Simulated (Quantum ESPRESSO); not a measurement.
Kohn-Sham bands of SnS2 (P6₃mc)

```
SnS2
1.0
    3.67585     0.00000     0.00000
   -1.83792     3.18338     0.00000
    0.00000     0.00000    12.33895
Sn S
2 4
Direct
  0.33333   0.66667   0.62501
  0.66667   0.33333   0.12501
  0.66667   0.33333   0.74340
  0.33333   0.66667   0.24340
  0.00000   0.00000   0.00659
  0.00000   0.00000   0.50659
```

Cell from Materials Project (mp-9984), symmetrised, no further relaxation. Not found in the COD (Crystallography Open Database) copy used, which has the formula in other groups; not checked further. Method: PBEsol plane waves in Quantum ESPRESSO 7.5 (PseudoDojo norm-conserving files, 58 Ry, spinors with spin-orbit coupling), Bloch states on a 4×4×4 mesh through Γ, Wannier90 4.0.1. Density: 12×12×4 mesh, cold smearing 0.01 Ry. The cell is built of weakly bound layers, chains or molecules, whose nearest atoms lie 3.88 Å apart. Database cells relaxed without dispersion often hold them too far apart, which can enlarge gaps and weakens couplings between them; spacing and stacking were not compared with the measured crystal.

Q: List the Kohn-Sham levels between −8 and 4.3 eV relative to the valence-band maximum at the high-symmetry points, as a band run of pw.x on that density gives them (levels within 2 meV counted together).

A: 
```tsv
point	k (reciprocal lattice)	levels (eV)
Γ	0.000 0.000 0.000	-5.28 (×2), -4.57 (×2), -1.54 (×2), -0.69 (×2), -0.65 (×2), -0.55 (×2), -0.49 (×2), -0.25 (×2), -0.21 (×2), -0.18 (×2), -0.13 (×2), -0.06 (×2), 1.90 (×2), 2.88 (×2), 3.53 (×2), 3.61 (×2)
M	0.500 0.000 0.000	-6.84 (×2), -6.80 (×2), -4.49 (×2), -4.37 (×2), -2.44 (×2), -2.36 (×2), -2.21 (×2), -1.99 (×2), -0.72 (×2), -0.43 (×2), -0.31 (×2), -0.22 (×2), 1.32 (×2), 1.61 (×2)
K	0.333 0.333 0.000	-7.05 (×4), -3.83 (×2), -3.78, -3.72, -3.67 (×2), -3.51 (×2), -3.23, -3.18 (×2), -3.15, -1.04 (×2), -0.73 (×2), -0.72 (×2), -0.34 (×2), 2.68, 2.68 (×2), 2.68
A	0.000 0.000 0.500	-4.96 (×4), -0.88 (×4), -0.64 (×4), -0.52 (×4), -0.21 (×4), -0.17 (×4), 2.48 (×4), 3.57 (×4)
L	0.500 0.000 0.500	-6.82 (×4), -4.44 (×4), -2.39 (×4), -2.06 (×4), -0.60 (×4), -0.32 (×4), 1.53 (×4)
H	0.333 0.333 0.500	-7.05 (×4), -3.73 (×2), -3.72 (×2), -3.64 (×2), -3.63 (×2), -3.23 (×4), -0.69 (×2), -0.69 (×2), -0.68 (×4), 2.61 (×2), 2.61 (×2)
```
